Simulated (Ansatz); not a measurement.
BaF₂ (fluorite, Fm-3m), PBE (plane waves, PAW; program Ansatz). The conduction-band minimum lies at Γ, with 1 equivalent valley. Second derivatives d²E/dk² of the lowest band at one valley (eV·Å²), along Cartesian directions:

```csv
direction,d²E/dk²
[100],15.49
[010],15.49
[001],15.49
[110],15.49
[101],15.49
[011],15.49
```

Find the principal effective masses, the density-of-states mass and the conductivity mass.

Off-diagonal terms follow from H_xy = H[110] − (H_xx + H_yy)/2, and m*/mₑ = 7.620 eV·Å² over each eigenvalue: 0.49, 0.49, 0.49. One valley's DOS mass (m₁m₂m₃)^(1/3) = 0.49, conductivity mass 3/(Σ 1/mᵢ) = 0.49 mₑ.

What effective density of states Nc follows at 300 K for parabolic valleys?

Nc = 2.509e19 × 1 × (0.49)^(3/2) ≈ 8.6e18 cm⁻³.

The PBE relaxation kept the symmetry of its start. Scalar-relativistic: spin–orbit coupling is off unless named, which matters more the heavier the elements.

Potentials: the later of the program's two PAW sets.

Edges and masses are those of Kohn–Sham bands, whose gap is no quasiparticle gap.
